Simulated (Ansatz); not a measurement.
# Calculated ⁸⁷Sr NMR of the central transition for Ba2SrTi3O9

Cell: a Materials Project structure (computed, not necessarily an observed phase), taken as it stands.

```yaml
crystal:
  lattice:
    - [2.82221, -8.45476, 0.00000]
    - [2.82221, 8.45476, 0.00000]
    - [0.00000, 0.00000, 4.09804]
  atoms:
    - { symbol: Ba, position: [0.66699, 0.33301, 0.00502] }
    - { symbol: Ba, position: [0.33301, 0.66699, 0.00502] }
    - { symbol: Sr, position: [0.00000, 0.00000, 0.99518] }
    - { symbol: Ti, position: [0.16467, 0.83533, 0.48626] }
    - { symbol: Ti, position: [0.83533, 0.16467, 0.48626] }
    - { symbol: Ti, position: [0.50000, 0.50000, 0.48574] }
    - { symbol: O, position: [0.16260, 0.83740, 0.03552] }
    - { symbol: O, position: [0.83740, 0.16260, 0.03552] }
    - { symbol: O, position: [0.50000, 0.50000, 0.03560] }
    - { symbol: O, position: [0.83471, 0.67123, 0.52704] }
    - { symbol: O, position: [0.50000, 0.00000, 0.52186] }
    - { symbol: O, position: [0.16529, 0.32877, 0.52704] }
    - { symbol: O, position: [0.32877, 0.16529, 0.52704] }
    - { symbol: O, position: [0.00000, 0.50000, 0.52186] }
    - { symbol: O, position: [0.67123, 0.83471, 0.52704] }
```

Atom numbers follow the list; atoms alike are taken as one site, whose name carries the number of the first.

All values are calculated (Ansatz; DFT, PBE, plane waves and PAW (field gradients read without the response of the frozen cores, which leaves them typically 4 to 6 % off), with spin–orbit coupling, 420 eV cutoff, Γ-centred 4×4×5 k-points, Fermi–Dirac smearing 0.02 eV), not measured.

⁸⁷Sr has I = 9/2 and Q = 305.0 mb (Pyykkö 2018); at 18.8 T its Larmor frequency is ν₀ = 34.8 MHz. Only the quadrupole interaction is simulated: positions count from each site's isotropic chemical shift, and J coupling is left out, as are shift anisotropy and dipolar coupling, which fast spinning averages.

(1) What does the ⁸⁷Sr spectrum (fast magic-angle spinning) show for each site?

Results:

(1) 

```json
{"site": "Sr", "first shell": "12 O at 2.75–2.93 Å", "C_Q (MHz)": "7.29", "η": "0.78", "P_Q (MHz)": "7.99", "δ_QIS (ppm)": "-73.2", "breadth (kHz)": "5.80"}
```

δ_QIS = −(ν_Q²/30ν₀²)[I(I+1) − 3/4](1 + η²/3) × 10⁶ ppm with ν_Q = 3|C_Q|/[2I(2I−1)]; it falls as 1/B₀² in ppm, and the breadth as 1/B₀ in kHz.

The run took 4.5 min of wall time (4.5 min of CPU time) and 1.7 GiB at its peak, on 1 thread of Intel Xeon Platinum 8375C CPU @ 2.90GHz (Ice Lake) (x86_64; 16 cores open to the job, memory cap 3.0 GiB, no GPU), a shared host with a load of 0.6 a core.
